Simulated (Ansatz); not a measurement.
A geometry of Ta away from equilibrium: step 2 of the relaxation of a relaxed Ta cell, doubled along one cell vector, shaken by Gaussian noise of σ = 0.08 Å a coordinate. The numbers are results of PBE (plane waves to 420 eV, PAW, scalar-relativistic; Ansatz, a program for electronic structure), not measurements. Γ-centred k-mesh 13×13×4 on the run's cell (coarser than for final values), Fermi–Dirac smearing 0.05 eV.

```
Ta
1.0
    1.39024    -2.76000     0.01622
    1.34945     2.73972    -0.02154
   -0.01936    -0.06829     9.86702
Ta
4
Cartesian
  1.25983  -2.12542   1.33473
  1.37458  -2.11778   6.23248
  1.42732   1.88663   3.63485
  1.46337   1.90615   8.52677
```

Which atoms carry the largest force, and which way does it point?

1.70 eV/Å, on Ta4 (atoms numbered as listed); on Ta4 its components are (0.44, -0.08, 1.65).

What is the pressure?

+2.2 GPa, compression positive.

No spin polarisation in the result.

Of the parent cell (Cmcm (No. 63)): it is a generated cell of Ta: the first start was made by placing the elements on the sites of a structure type, and the end was not matched to a known phase here, so it may be hypothetical. Known forms of Ta include space group No. 229.
